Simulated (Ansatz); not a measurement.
## Trial structures of Li₂TiO₂: starts and ends

These are results of DFT PBE, scalar-relativistic, plane waves, PAW (Ansatz 0.2.0), not measurements. All cells share a 420 eV cutoff and Γ-centred k meshes spaced at most about 0.3 Å⁻¹ (about 0.25 or finer for metals, 2π included). Collinear spin in cells that started with moments and kept them past the coarse steps, no spin elsewhere.

Each guess was relaxed in cell and atoms at zero pressure, within the symmetry of its start. Temperature and zero-point effects are left out. Coordination counts O atoms around Li and Ti (those within 1.25 times the shortest such distance or 1.15 times the sum of covalent radii; the shortest distance is added where it is long for a bond).

```
guess      made from  start group  V start (Å³/atom)  end group  V end (Å³/atom)  coordination at the end  gap on mesh (eV)  largest moment (μB)  E over the lowest end (meV/atom)
    1    random cell         P6mm               10.6          ?                ?                        ?                 ?                    ?                                 ?
    2    random cell       P4/mmm               12.8     P4/mmm             15.8    Li 2 from 2.3 Å, Ti 2                 0                  0.9                              1092
    3  EuSi2Au2 type       I4/mmm               10.4     I4/mmm              8.1               Li 4, Ti 8                 0                  0.3                                 0
    4    random cell       P4/mmm               11.1     P4/mmm             13.7               Li 4, Ti 4                 0                  0.2                               153
```

Guess 1 as it starts:

```cif
data_structure
_symmetry_space_group_name_H-M 'P6mm'
_symmetry_Int_Tables_number 183
_cell_length_a 4.1598
_cell_length_b 4.1598
_cell_length_c 3.5415
_cell_angle_alpha 90.000
_cell_angle_beta 90.000
_cell_angle_gamma 120.000
_cell_volume 53.07
loop_
_atom_site_label
_atom_site_type_symbol
_atom_site_symmetry_multiplicity
_atom_site_Wyckoff_symbol
_atom_site_fract_x
_atom_site_fract_y
_atom_site_fract_z
_atom_site_occupancy
Li1 Li 2 b 0.33333 0.66667 0.15662 1
Ti1 Ti 1 a 0.00000 0.00000 0.08043 1
O1 O 2 b 0.33333 0.66667 0.65556 1
```

Question: Fill in the missing row: what does this guess relax into, and where does it rank?

Answer: It ends in space group P6/mmm (No. 191), with a = 3.914 Å, c = 3.675 Å, 9.8 Å³/atom and no gap, without spin. It lies 0.35 eV/atom over the lowest end, above guess 4 and below guess 2. Counting O atoms around Li and Ti, this end has Li 2, Ti 6 and the lowest (guess 3) has Li 4, Ti 8.

```cif
data_structure
_symmetry_space_group_name_H-M 'P 1'
_symmetry_Int_Tables_number 1
_cell_length_a 3.9145
_cell_length_b 3.9145
_cell_length_c 3.6753
_cell_angle_alpha 90.000
_cell_angle_beta 90.000
_cell_angle_gamma 120.000
_cell_volume 48.77
loop_
_atom_site_label
_atom_site_type_symbol
_atom_site_fract_x
_atom_site_fract_y
_atom_site_fract_z
_atom_site_occupancy
Li1 Li 0.33333 0.66667 0.00000 1
Li2 Li 0.66667 0.33333 0.00000 1
Ti1 Ti 0.00000 0.00000 0.50000 1
O1 O 0.33333 0.66667 0.50000 1
O2 O 0.66667 0.33333 0.50000 1
```

Energies over the elements count from the elements' standard structures at the same level (O₂ as a molecule), with no fitted energy shifts.

Question: Is the lowest end bound against the elements?

Answer: Yes: its formation energy is −1.66 eV/atom. It lies below the elements, which doesn't yet make it stable against other compounds or structures.

The magnetic state reached may not be the lowest. Cells relaxed within their symmetry can be saddle points. A lower structure may well exist outside this small set. Some types were kept out of the candidates beforehand, so the set may lack a known form.
